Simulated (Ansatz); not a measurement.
## HfO₂ (Fm-3m), clamped-ion strain scan

All numbers below come from Ansatz 0.2.0, DFT r2SCAN, scalar-relativistic, plane waves, PAW. Cutoff 500 eV, Γ-centred 8×8×8 k-points, Gaussian smearing of 0.05 eV. Spin–orbit coupling is left out, which can shift energies with elements as heavy as these. No spin polarisation. Energies are free energies at this smearing, counted from the undisturbed cell; pressure is positive in compression.

The starting cell (relaxed at this level; this fluorite-type form isn't the usual structure):

```
Hf O
1.0
     0.00000    2.52916    2.52916
     2.52916    0.00000    2.52916
     2.52916    2.52916    0.00000
Hf O
1 2
Direct
  0.00000 0.00000 0.00000
  0.25000 0.25000 0.25000
  0.75000 0.75000 0.75000
```

The cell is strained by ε times the Voigt pattern (0, 0, 0, 1, 0, 0) (xx, yy, zz, yz, xz, xy; engineering shear) with fractional coordinates fixed.

```tsv
ε	ΔE (meV/atom)	stress summed along the pattern (GPa, tension positive)	pressure (GPa)
-0.0400	5.5	-4.07	0.5
-0.0200	1.4	-2.02	0.1
0.0000	0.0	0.00	0.0
0.0050	0.1	0.50	0.0
0.0100	0.3	1.01	0.1
0.0150	0.8	1.52	0.1
0.0250	2.1	2.53	0.2
0.0300	3.1	3.04	0.3
0.0350	4.2	3.55	0.4
```

By symmetry 0.0400 repeats -0.0400, -0.0300 repeats 0.0300, 0.0200 repeats -0.0200, -0.0100 repeats 0.0100 in energy, with the opposite slope along the path.